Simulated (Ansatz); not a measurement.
This SiGe₄ structure is the end of a relaxation. The cell was found from a structure generator's guess, not taken from experiment.

The calculation used Ansatz, DFT PBE, scalar-relativistic, plane waves, PAW. Cutoff 420 eV, Γ-centred mesh, Gaussian smearing, no spin polarisation.

```
CELL_PARAMETERS angstrom
2.98071 0.00000 0.00000
-1.49035 2.58137 0.00000
0.00000 0.00000 24.03550
ATOMIC_POSITIONS crystal
Si 0.33333 0.66667 0.75000
Si 0.66667 0.33333 0.25000
Ge 0.33333 0.66667 0.94895
Ge 0.33333 0.66667 0.15710
Ge 0.33333 0.66667 0.34290
Ge 0.33333 0.66667 0.55105
Ge 0.66667 0.33333 0.05105
Ge 0.66667 0.33333 0.44895
Ge 0.66667 0.33333 0.65710
Ge 0.66667 0.33333 0.84290
```

Formation energies are uncorrected and refer to the elements' standard structures at the same level.

**Question.** Find its symmetry and describe it.

**Answer.** P6_3/mmc (No. 194), with Si and Ge ordered on hcp sites. Conventional cell: a = 2.981 Å, c = 24.035 Å. Around Si lie 6 Ge at 2.82 Å and 6 Si at 2.98 Å; around Ge on its first site lie 12 Ge at 2.98–3.08 Å; Ge on its second site is surrounded by 3 Si at 2.82 Å and 9 Ge at 2.98–3.08 Å.

**Question.** How far does it lie from the elements in energy?

**Answer.** +0.39 eV/atom. The separate elements lie lower, so it is unstable against them.

**Question.** Is it a metal?

**Answer.** Yes, bands cross the Fermi level on the 12×12×2 mesh.

The last run used a 12×12×2 mesh (in the run's order of axes) for its 10-atom cell and Gaussian smearing of 0.10 eV. Symmetry constrained the relaxation, so the result can be a saddle point. Another cell of SiGe4 relaxed alike, in P6/mmm, lies 110 meV/atom lower, so this cell isn't the stable form at this level.
